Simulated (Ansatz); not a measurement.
GaNi: do energies and stresses tell the same story?

Computed with DFT r2SCAN, scalar-relativistic, plane waves, PAW in Ansatz 0.2.0.

Settings: cutoff 500 eV, Γ-centred mesh 14×14×14 on the computed 2-atom cell, Gaussian smearing of 0.10 eV; no spin polarisation.

Relaxed cell: Pm-3m, a = 2.878 Å, b = 2.878 Å, c = 2.878 Å, α = 90.00°, β = 90.00°, γ = 90.00°, 2 atoms in the primitive cell. Whether it is the stable form of this composition wasn't checked.

Energies at zero smearing and pressures from the stress tensor, at volumes with shape and atoms relaxed:
```
V (Å³/atom) E − E(first) (meV/atom) P (GPa)
     10.487                     0.00    30.51
     10.845                   -56.90    20.80
     11.202                   -93.90    12.64
     11.560                  -114.17     5.77
     11.917                  -120.39     0.00
     12.275                  -114.76    -4.85
     12.632                   -99.19    -8.93
     13.109                   -65.71   -13.36
```

**Question.** Check P = −dE/dV between neighbouring volumes, and get the bulk modulus from the pressures alone.

**Answer.** With 1 eV/Å³ = 160.2 GPa:
| middle V (Å³/atom) | −ΔE/ΔV (GPa) | mean P (GPa) |
| --- | --- | --- |
| 10.666 | 25.497 | 25.657 |
| 11.024 | 16.582 | 16.719 |
| 11.381 | 9.084 | 9.206 |
| 11.739 | 2.786 | 2.887 |
| 12.096 | -2.521 | -2.427 |
| 12.454 | -6.975 | -6.893 |
| 12.871 | -11.254 | -11.144 |

The two differ by 0.16 GPa at most. The mean of two end pressures misses the average over a step by about ΔV² P″/12, up to 0.14 GPa here; with that taken off 0.03 GPa remains. The stress is the derivative of the free energy, not of the energy at zero smearing, and with free energies 0.01 GPa remains. Around V = 11.917 Å³/atom, the two neighbours give B = −V ΔP/ΔV = 11.917 × 10.63 / 0.715 = 177.1 GPa, against B0 = 176.2 GPa from the Birch–Murnaghan fit of the energies.

A ferromagnetic start lost its moments in a first run, so spin was left out; other magnetic orders weren't tried.

Cost: 9 runs of about 2.4 core-minutes in all, on Oxide Virtual Turin-like Processor (Zen 5) (shared hosts).